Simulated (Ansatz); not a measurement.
# Elastic constants of Al₃Cu at 25 GPa (stress–strain coefficients): input and output

The calculation used DFT LDA, scalar-relativistic, plane waves, PAW (Ansatz).

Launched with:
```bash
ansatz run input.yaml --threads 1 --pin off --max-ram 3072MiB --backend cpu --events-out ev --progress --plain --runs-dir out
```

Input (bare energies are in eV):
```yaml
crystal:
  lattice:
    - [2.6132119791, 0.0, 0.0]
    - [0.0, 2.6132119791, 0.0]
    - [0.0, 0.0, 7.0900495722]
  atoms:
    - { symbol: Al, position: [0.0, 0.0, 0.5] }
    - { symbol: Al, position: [0.5, 0.5, 0.2268351875] }
    - { symbol: Al, position: [0.5, 0.5, 0.7731648125] }
    - { symbol: Cu, position: [0.0, 0.0, 0.0] }
basis:
  ecutwfc: 420
kpoints:
  mp_grid: { grid: [16, 16, 6] }
hamiltonian:
  xc: lda
scf:
  occupations: { method: fermi_dirac, width: 0.15 }
output:
  forces: true
  stress: true
  eigenvalues: true
elastic:
  mode: relaxed_ion
  amplitude: 0.005
  stencil: two_point
```

From the output:
```
--- Elastic constants: 4 strain directions × 2 members + reference (group order 16) ---
  dense FFT box of the reference and of every strained cell: 18×18×48
  strains applied: 11, 33, 23, 12; error gains: componentwise 1.00 (the most a stress slope's error grows in a printed constant), spectral 1.41 (1 for all six strains in a standard setting)
  reference relaxed by the batch: 2 steps; max|allowed force component| 8.04e-5 eV/Å at the deck's positions, 3.62e-5 at the last accepted step, 3.62e-5 by the solve of record
  largest displacement 4.0e-6 Å; the constants are those of the deck's cell at these positions:
  atoms:
    - { symbol: Al, position: [9.446375404941233e-38, 1.3494822007058902e-38, 0.5] }
    - { symbol: Al, position: [0.5000000000000001, 0.5000000000000001, 0.22683574676011575] }
    - { symbol: Al, position: [0.5000000000000001, 0.5000000000000001, 0.7731642532398842] }
    - { symbol: Cu, position: [-3.1487918016470773e-38, -4.498274002352968e-39, 0.0] }
  C = ∂σ_k/∂η_j (tension-positive GPa; Voigt order 11 22 33 23 13 12):
       298.527    171.251    147.763      0.000      0.000     -0.000
       171.251    298.527    147.763      0.000      0.000     -0.000
       147.647    147.647    320.940      0.000      0.000     -0.000
         0.000      0.000      0.000    101.059      0.000      0.000
         0.000      0.000      0.000      0.000    101.059      0.000
        -0.000      0.000      0.000      0.000      0.000     59.568
  reference stress σ⁰ (GPa):    -24.998    -24.998    -24.999     -0.000     -0.000     -0.000
  C* (energy form; C + prestress term) asymmetry max|C*_kj − C*_jk| = 1.163e-1 GPa — a small one proves nothing (zero by symmetry where the batch's group is 432, −43m or m−3m); a large one is finite-difference/SCF noise where every solve ...
  moduli (Voigt/Reuss/Hill, GPa): K = 205.70/205.70/205.70   G = 82.43/78.36/80.39   E = 213.38   ν = 0.327
  mechanically stable: yes (min eigenvalue of sym C = 59.57 GPa)
  the stresses are not corrected for the forces that the relaxations left standing (`elastic.f_tol`)
  strain η (Voigt 11):  stress-route row diagonal C_11 = 298.53 GPa, energy-path curvature d²(F+E_count+ΔE)/dδ²/Ω₀ = 298.30 GPa
         δ    σ_11 (GPa) F (eV) n_scf n_hpsi n_pw
    -5.000e-3     -26.5217       -8094.1726977       6   77563    968   relax 3 steps, max|allowed force component| 1.79e-7 eV/Å
     5.000e-3     -23.5364       -8094.2482759       6   77649    968   relax 3 steps, max|allowed force component| 3.14e-7 eV/Å
  strain η (Voigt 33):  stress-route row diagonal C_33 = 320.94 GPa, energy-path curvature d²(F+E_count+ΔE)/dδ²/Ω₀ = 320.95 GPa
         δ    σ_33 (GPa) F (eV) n_scf n_hpsi n_pw
    -5.000e-3     -26.6103       -8094.1726306       6   43163    957   relax 3 steps, max|allowed force component| 1.66e-7 eV/Å
     5.000e-3     -23.4009       -8094.2481722       6   43081    968   relax 3 steps, max|allowed force component| 2.48e-7 eV/Å
  strain η (Voigt 23):  stress-route row diagonal C_44 = 101.06 GPa, energy-path curvature d²(F+E_count+ΔE)/dδ²/Ω₀ = 113.54 GPa
         δ    σ_23 (GPa) F (eV) n_scf n_hpsi n_pw
    -5.000e-3      -0.5053       -8094.2111864       6  107694    968   relax 3 steps, max|allowed force component| 3.71e-6 eV/Å
     5.000e-3       0.5053       -8094.2111864       6  110938    968   relax 3 steps, max|allowed force component| 1.94e-6 eV/Å
  strain η (Voigt 12):  stress-route row diagonal C_66 = 59.57 GPa, energy-path curvature d²(F+E_count+ΔE)/dδ²/Ω₀ = 71.94 GPa
         δ    σ_12 (GPa) F (eV) n_scf n_hpsi n_pw
    -5.000e-3      -0.2978       -8094.2113450       6   70520    968   relax 2 steps, max|allowed force component| 5.10e-7 eV/Å
     5.000e-3       0.2978       -8094.2113450       6   69916    968   relax 3 steps, max|allowed force component| 2.21e-9 eV/Å
```

It took 10 min on 1 thread of AMD EPYC (Zen 3), on a shared host, peak memory 0.67 GiB.

In a metal, frequencies and elastic constants depend on the k mesh and the smearing, soft modes and shear constants most. Other phases may be more stable at this pressure.